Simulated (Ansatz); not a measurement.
Input and command of a plane-wave DFT calculation in Ansatz:

```yaml
crystal:
  lattice:
    - [5.6324246428, 0.0, 0.0]
    - [0.0, 5.6324246428, 0.0]
    - [0.0, 0.0, 26.7216884892]
  atoms:
    - { symbol: Al, position: [0.25, 0.25, 0.299382279] }
    - { symbol: Al, position: [0.25, 0.75, 0.299382279] }
    - { symbol: Al, position: [0.75, 0.25, 0.299382279] }
    - { symbol: Al, position: [0.75, 0.75, 0.299382279] }
    - { symbol: Al, position: [0.5, 0.5, 0.3739046218] }
    - { symbol: Al, position: [0.5, 0.0, 0.3739046218] }
    - { symbol: Al, position: [0.0, 0.5, 0.3739046218] }
    - { symbol: Al, position: [0.0, 0.0, 0.3739046218] }
    - { symbol: Al, position: [0.7502883864, 0.7500146976, 0.446010778] }
    - { symbol: Al, position: [0.7508842659, 0.2509702667, 0.446039731] }
    - { symbol: Al, position: [0.2504232388, 0.7503539643, 0.4459076916] }
    - { symbol: Al, position: [0.2500047897, 0.2503704248, 0.4460023943] }
    - { symbol: Al, position: [0.0008223623, 0.0009545591, 0.5231195574] }
    - { symbol: Al, position: [0.0002978511, 0.5000167063, 0.5226145804] }
    - { symbol: Al, position: [0.4992272328, -0.000443698, 0.5228485788] }
    - { symbol: Al, position: [0.5011093949, 0.5011478904, 0.5231045126] }
basis:
  ecutwfc: 420
kpoints:
  mp_grid: { grid: [4, 4, 1] }
hamiltonian:
  xc: pbe
  dispersion: d3bj
scf:
  occupations: { method: gaussian, width: 0.1 }
output:
  forces: true
  eigenvalues: true
  write_density: true
  volumetric_format: npy
efield:
  axis: 3
  dipole_correction: true
  ramp_width: 0.04
```

```bash
ansatz run input.yaml --threads 2 --pin off --max-ram 5120MiB --backend cpu --events-out ev --progress --plain --runs-dir out
```

Processor: Arm Neoverse V1, 2 threads, on a host shared with other jobs.

Problem. Estimate time, memory and problem size.

Solution. About 14 s on 2 threads of Arm Neoverse V1, with other jobs on the host, peak memory 0.85 GiB. It solves 40 bands at 10 k points (the mesh reduced by the symmetry that the task leaves, which can be less than the crystal's) with about 16613 plane waves, in 7 SCF iterations.
